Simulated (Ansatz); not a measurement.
# Hf₅H₂: relaxed-ion elastic tensor

Level of theory: DFT PBE, scalar-relativistic, plane waves, PAW in Ansatz 0.2.0. Plane waves to 420 eV; Γ-centred k mesh 12×12×4; Gaussian smearing of 0.10 eV. No spin polarisation.

Relaxed structure:
```
Hf H
1.0
     3.23299    0.00000    0.00000
    -1.61650    2.79986    0.00000
     0.00000    0.00000   13.16727
Hf H
5 2
Direct
  0.00000 0.00000 0.00000
  0.66667 0.33333 0.78835
  0.33333 0.66667 0.21165
  0.66667 0.33333 0.40132
  0.33333 0.66667 0.59868
  0.00000 0.00000 0.15150
  0.00000 0.00000 0.84850
```

The cell was found from a proposed guess, not taken from experiment. In a metal, frequencies and elastic constants depend on the k mesh and the smearing, soft modes and shear constants most. Some empty bands missed the eigensolver's threshold. Spin–orbit coupling is left out, which matters for heavy elements.

Question: Give the relaxed-ion elastic constants (GPa, Voigt order xx yy zz yz xz xy, on the Cartesian axes of the cell above).

Answer:
C11 = 193.9, C12 = 78.4, C13 = 67.9, C14 = -18.3, C22 = 193.9, C23 = 67.9, C24 = 18.3, C33 = 201.2, C44 = 33.6, C55 = 33.6, C56 = -18.3, C66 = 57.7 GPa; the others vanish.

Question: Is the crystal stable against homogeneous strain?

Answer: Yes: the least eigenvalue of the tensor is 23.7 GPa.

Question: And the moduli of a polycrystal (Hill averages)?

Answer: B = 113 GPa, G = 44 GPa, E = 118 GPa, ν = 0.33.
